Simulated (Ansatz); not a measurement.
## Sc: stiffness from a series of strains

```xyz
2
Lattice="3.3088 0.0000 0.0000 -1.6544 2.8655 0.0000 0.0000 0.0000 5.2680" Properties=species:S:1:pos:R:3 pbc="T T T"
Sc    0.0000    1.9103    1.3170
Sc    1.6544    0.9552    3.9510
```

Atoms are numbered in the order listed.

The geometry is COD entry 9011704, unchecked; take it as a test cell.

These are results of DFT, LDA, all-electron LAPW, scalar-relativistic in Ansatz 0.2.0, not measurements.

The runs use a Γ-centred 13×13×7 k mesh, Fermi–Dirac smearing of 0.03 eV, basis error target 0.5 meV/atom, no spin polarisation.

The strain is applied along the Cartesian axes of the cell as listed (the other components stay zero). Fractional coordinates are held (clamped ions).

σ is the change of stress from the unstrained cell, which is at -5.29 GPa; tension is positive, so slopes are stress–strain coefficients at that pressure. In a metal the k mesh adds noise.

Only quantities that a quadratic follows smoothly over the whole series are listed; rougher ones are left out.

```tsv
εxx = εyy	σzz (GPa)	σxx (GPa)
-0.0200	-0.79	-2.48
-0.0100	-0.38	-1.19
0.0000	0.00	0.00
0.0200	0.75	2.05
```

Question: Fit the series and read off the stiffness at zero strain.

Answer: Least-squares fits y = p0 + p1 x + p2 x² to the rows give σzz (GPa): p1 = 38.4, p2 = -59; σxx (GPa): p1 = 113, p2 = -530. So C13 + C23 = 38 GPa and C11 + C12 = 113 GPa, for these axes.

Question: One run, at εxx = εyy = 0.0100, is withheld. Predict its row.

Answer: The fits give 0.38, 1.08; the run gave 0.38, 1.08.
